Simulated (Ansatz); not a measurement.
A relaxation computed with Ansatz, from input to last step.

```yaml
crystal:
  lattice:
    - [-5.5103782633, -5.4359883978, 0.0219027554]
    - [-0.025448587, 5.4395342293, 5.5040306415]
    - [-5.5416478347, 5.4891607246, -5.5282085498]
  atoms:
    - { symbol: B, position: [0.6705567755, 0.334003618, 0.3416909684] }
    - { symbol: Al, position: [0.0016790668, 0.0001779062, 0.9908338291] }
    - { symbol: Al, position: [0.8333828118, 0.1697829118, 0.6588688988] }
    - { symbol: Al, position: [0.3390405053, 0.1693315491, 0.651588441] }
    - { symbol: Al, position: [0.8326938409, 0.6601795748, 0.6589904744] }
    - { symbol: Al, position: [0.6725330385, 0.8348796965, 0.3404613494] }
    - { symbol: P, position: [0.3229151015, 0.1624098499, 0.897995436] }
    - { symbol: P, position: [0.8461245128, 0.1752293957, 0.9064004417] }
    - { symbol: P, position: [0.670444367, 0.3345040961, 0.5552007802] }
    - { symbol: P, position: [0.1657029238, 0.3337311548, 0.5802890893] }
    - { symbol: P, position: [0.5214300113, 0.4839956316, 0.2742966557] }
    - { symbol: P, position: [0.9669206229, 0.4844224146, 0.2596700072] }
    - { symbol: P, position: [0.3173175964, 0.6590723241, 0.9205531494] }
    - { symbol: P, position: [0.8470983199, 0.6704560621, 0.9066890378] }
    - { symbol: P, position: [0.666502759, 0.8327925857, 0.5886062503] }
    - { symbol: P, position: [0.1651186112, 0.8330484725, 0.5807770005] }
    - { symbol: P, position: [0.5208479655, 0.0357958518, 0.274566191] }
    - { symbol: P, position: [0.0001864055, 0.0010943441, 0.2428869808] }
    - { symbol: Ga, position: [0.165928832, 0.3327855126, 0.332978773] }
    - { symbol: Ga, position: [0.9911173118, 0.4944882201, 0.0073784769] }
    - { symbol: Ga, position: [0.3295585026, 0.6649396534, 0.6690638061] }
    - { symbol: Ga, position: [0.165553132, 0.8346794262, 0.3335398356] }
    - { symbol: In, position: [0.5041391823, 0.0075904799, 0.0097779657] }
    - { symbol: In, position: [0.5054268729, 0.4966235249, 0.0094743572] }
  symmetry: { detect: false }
basis:
  ecutwfc: 420
kpoints:
  mp_grid: { grid: [3, 3, 2] }
hamiltonian:
  xc: pbe
scf:
  occupations: { method: gaussian, width: 0.1 }
  lower_state_search: "off"
output:
  forces: true
  stress: true
  eigenvalues: true
relax:
  adjacent_minimum: "off"
  f_tol: 0.04
  max_steps: 25
  cell: { stress_tol: 0.3 }
```

```bash
ansatz run input.yaml --threads 4 --pin off --max-ram 9216MiB --backend cpu --events-out ev --progress --plain --runs-dir out
```

Computed with DFT PBE, scalar-relativistic, plane waves, PAW (Ansatz 0.2.0).

Of 4 frames 3 are shown, positions in Å and forces in eV/Å; the SCF threshold varies from step to step. Steps run on the plane waves of an earlier cell, with a Pulay correction in the pressure. The basis is chosen afresh for the last frame, the zero of the energies, and at times for earlier ones too; energy and pressure can step there, also at an unchanged geometry. Where two frames share a geometry here, they differ by under 2 meV/atom and 0.3 GPa.

```xyz
24
Lattice="-5.5104 -5.4360 0.0219 -0.0254 5.4395 5.5040 -5.5416 5.4892 -5.5282" Properties=species:S:1:pos:R:3:forces:R:3 pbc="T T T" step=1 free_energy_over_end_meV_per_atom=0.75 pressure_GPa=0.14
B    -5.5971    0.0473   -0.0359    0.0351    0.0159    0.0454
Al   -5.5001    5.4307   -5.4765    0.0183   -0.0171    0.0040
Al   -8.2478    0.0099   -2.6896    0.0141    0.0147    0.0177
Al   -5.4834    2.6547   -2.6627   -0.0007    0.0036   -0.0069
Al   -8.2572    2.6819    0.0089   -0.0103    0.0219    0.0187
Al   -5.6139    2.7543    2.7278   -0.0072    0.0160    0.0186
P    -6.7599    4.0573   -4.0633    0.0319   -0.0211   -0.0084
P    -9.6899    1.3290   -4.0278   -0.0310    0.0111    0.0137
P    -6.7796    1.2226   -1.2135    0.0025   -0.0149   -0.0036
P    -4.1373    4.0999   -1.3675   -0.0101    0.0001    0.0071
P    -4.4056    1.3039    1.1590   -0.0293    0.0425   -0.0257
P    -6.7794   -1.1958    1.2519    0.0272   -0.0218   -0.0415
P    -6.8667    6.9132   -1.4545    0.0100   -0.0029    0.0005
P    -9.7094    4.0191   -1.3036   -0.0078   -0.0027    0.0494
P    -6.9557    4.1379    1.3444    0.0001   -0.0015   -0.0062
P    -4.1495    6.8218    1.3781    0.0015   -0.0192    0.0020
P    -4.3925   -1.1295   -1.3094   -0.0622    0.0089   -0.0137
P    -1.3470    1.3382   -1.3367    0.0013   -0.0050   -0.0076
Ga   -2.7681    2.7360   -0.0055   -0.0104   -0.0196   -0.0242
Ga   -5.5149   -2.6574    2.7026   -0.0081    0.0046   -0.0221
Ga   -5.5406    5.4981   -0.0317    0.0048    0.0024   -0.0187
Ga   -2.7819    5.4712    2.7538   -0.0090    0.0045   -0.0062
In   -2.8324   -2.6455   -0.0012    0.0184   -0.0243    0.0042
In   -2.8502    0.0059    2.6921    0.0208    0.0039    0.0035
24
Lattice="-5.5054 -5.5243 -0.0152 0.0122 5.5274 5.4966 -5.5082 5.5120 -5.4935" Properties=species:S:1:pos:R:3:forces:R:3 pbc="T T T" step=2 free_energy_over_end_meV_per_atom=0.26 pressure_GPa=-0.02
B    -5.5630    0.0343   -0.0415   -0.0587   -0.0652   -0.0588
Al   -5.4603    5.4531   -5.4380   -0.0075   -0.0127   -0.0107
Al   -8.2113   -0.0293   -2.6920   -0.0094    0.0032   -0.0102
Al   -5.4477    2.6561   -2.6480   -0.0239   -0.0210   -0.0257
Al   -8.2013    2.6881    0.0050   -0.0300   -0.0127   -0.0162
Al   -5.5673    2.7834    2.7154   -0.0541   -0.0180   -0.0149
P    -6.7214    4.0578   -4.0487   -0.0202   -0.0028   -0.0136
P    -9.6562    1.2865   -4.0310    0.0191    0.0090    0.0188
P    -6.7480    1.2046   -1.2208    0.0104    0.0119    0.0099
P    -4.1098    4.1236   -1.3611    0.0273    0.0215    0.0184
P    -4.3829    1.3156    1.1429    0.0341   -0.0303    0.0412
P    -6.7510   -1.2431    1.2067    0.0525    0.0863    0.0928
P    -6.8112    6.9623   -1.4444   -0.0003   -0.0101    0.0076
P    -9.6529    4.0201   -1.3105    0.0109    0.0098    0.0076
P    -6.9059    4.1661    1.3301    0.0144    0.0157    0.0244
P    -4.1014    6.8874    1.3821    0.0157    0.0126    0.0151
P    -4.3915   -1.1681   -1.3222    0.0729    0.0684    0.0404
P    -1.3412    1.3352   -1.3347    0.0260    0.0291    0.0211
Ga   -2.7410    2.7554   -0.0054   -0.0258   -0.0283   -0.0683
Ga   -5.4877   -2.6977    2.6626   -0.0186    0.0093   -0.0185
Ga   -5.4870    5.5457   -0.0241   -0.0161   -0.0118   -0.0267
Ga   -2.7338    5.5362    2.7547   -0.0313   -0.0703   -0.0346
In   -2.8267   -2.6892   -0.0149    0.0106    0.0028    0.0062
In   -2.8227    0.0108    2.6734    0.0020    0.0036   -0.0053
24
Lattice="-5.5065 -5.4952 -0.0023 -0.0013 5.4988 5.4996 -5.5202 5.5067 -5.5061" Properties=species:S:1:pos:R:3:forces:R:3 pbc="T T T" step=4 free_energy_over_end_meV_per_atom=0.00 pressure_GPa=0.01
B    -5.5756    0.0392   -0.0396   -0.0092   -0.0216   -0.0048
Al   -5.4740    5.4478   -5.4515    0.0023   -0.0031   -0.0032
Al   -8.2239   -0.0131   -2.6909    0.0004    0.0062    0.0007
Al   -5.4609    2.6560   -2.6551   -0.0066   -0.0074   -0.0092
Al   -8.2221    2.6881    0.0074   -0.0131    0.0000    0.0002
Al   -5.5858    2.7759    2.7208   -0.0145   -0.0039   -0.0012
P    -6.7347    4.0584   -4.0558    0.0002   -0.0030   -0.0014
P    -9.6683    1.3040   -4.0288    0.0004    0.0054    0.0074
P    -6.7591    1.2131   -1.2173    0.0037   -0.0001    0.0025
P    -4.1196    4.1174   -1.3649    0.0077    0.0058    0.0091
P    -4.3909    1.3121    1.1500    0.0118    0.0055    0.0096
P    -6.7588   -1.2248    1.2244    0.0182    0.0218    0.0113
P    -6.8302    6.9479   -1.4487    0.0007   -0.0055    0.0019
P    -9.6723    4.0230   -1.3070    0.0069    0.0033    0.0098
P    -6.9240    4.1599    1.3359    0.0057    0.0041    0.0063
P    -4.1188    6.8658    1.3806    0.0068    0.0003    0.0066
P    -4.3902   -1.1526   -1.3159    0.0077    0.0156    0.0102
P    -1.3429    1.3357   -1.3362    0.0094    0.0150    0.0092
Ga   -2.7509    2.7490   -0.0089   -0.0127   -0.0189   -0.0227
Ga   -5.4970   -2.6829    2.6771   -0.0066    0.0089   -0.0120
Ga   -5.5064    5.5307   -0.0288   -0.0031   -0.0056   -0.0125
Ga   -2.7519    5.5131    2.7533   -0.0133   -0.0216   -0.0136
In   -2.8272   -2.6765   -0.0102   -0.0021   -0.0036   -0.0001
In   -2.8306    0.0085    2.6795   -0.0007    0.0026   -0.0042
```

It took 2.3 min on 4 threads of Arm Neoverse N1, on a shared host, peak memory 1.5 GiB.

The k mesh is coarse.